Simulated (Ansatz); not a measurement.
Co$_{2}$C in space group Pnnm (No. 58; Co on 4g, C on 2a), the program Ansatz at the PBE level (PAW), all energies at zero smearing, with the estimated change up to a 700 eV cutoff added, with one set of potentials and settings (totals compare only within such a set). Cell of 6 atoms (4 Co, 2 C): -21005.891 eV.

```csv
element,reference phase,E (eV/atom)
Co,"P6_3/mmc, 2 atoms in the cell, spin-polarised",-5126.1559
C,"P6_3/mmc, 4 atoms in the cell",-250.9479
```

Formation energy per atom, worked out: (-21005.891 − 4×(-5126.1559) − 2×(-250.9479))/6 = 0.105 eV/atom (10 kJ per mol of atoms), at 0 K, without zero-point energy or fitted corrections.

The workflow started from an entry of the Crystallography Open Database (COD). Its standing as an ambient phase is unchecked. The cell was relaxed with PBE under the symmetry of its start; whether a distortion lowers the energy is not shown. The workflow began spin-polarised and lost its moments. The references are the lowest solids computed at this level, not always the standard phases.

Potentials: the later of the program's two PAW sets.
